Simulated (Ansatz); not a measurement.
Relaxed-ion elastic tensor of HfO$_{2}$ in space group Pbca (No. 61; Hf on 8c, O on 8c, O on 8c) in GPa (Voigt order), r²SCAN in the plane-wave PAW code Ansatz; density 10.55 g/cm³, 11.05 Å³ per atom.

```
409  137  141  0.0  0.0  0.0
137  394  173  0.0  0.0  0.0
141  173  467  0.0  0.0  0.0
0.0  0.0  0.0  138  0.0  0.0
0.0  0.0  0.0  0.0  107  0.0
0.0  0.0  0.0  0.0  0.0  106
```

Is the crystal mechanically stable?

Yes: the smallest eigenvalue of C is 106 GPa.

Work out the Voigt, Reuss and Hill averages.

K_V = 241, K_R = 239, K_H = 240; G_V = 125, G_R = 122, G_H = 124 GPa.

Give Young's modulus, Poisson's ratio, Pugh's ratio and the universal anisotropy index.

E = 9KG/(3K + G) = 317 GPa; ν = 0.28; K/G = 1.94 (ductile by the Pugh limit of 1.75); A_U = 5G_V/G_R + K_V/K_R − 6 = 0.11.

Estimate the sound speeds and the Debye temperature.

v_l = √((K + 4G/3)/ρ) = 6200 m/s, v_t = √(G/ρ) = 3420 m/s, mean 3810 m/s; Θ = (h/k)(3n/4πV)^(1/3) v_m = 510 K.

How much does each axis shrink under pressure?

Linear compressibilities β_i = Σ_j S_ij (j = 1 to 3): x 1.6, y 1.5, z 1.1 per TPa.

The first step of the workflow began from a Materials Project structure, measured or hypothetical; the Crystallography Open Database files this formula in space group No. 61, but the cells were not matched. It is not the phase usual at ambient conditions (space group No. 14, 29). Symmetry was held in the r²SCAN relaxation; its stability against distortions is not shown here. The run is not spin-polarised. Spin–orbit coupling is left out wherever it is not named.

Potentials: the earlier of the program's two PAW sets.
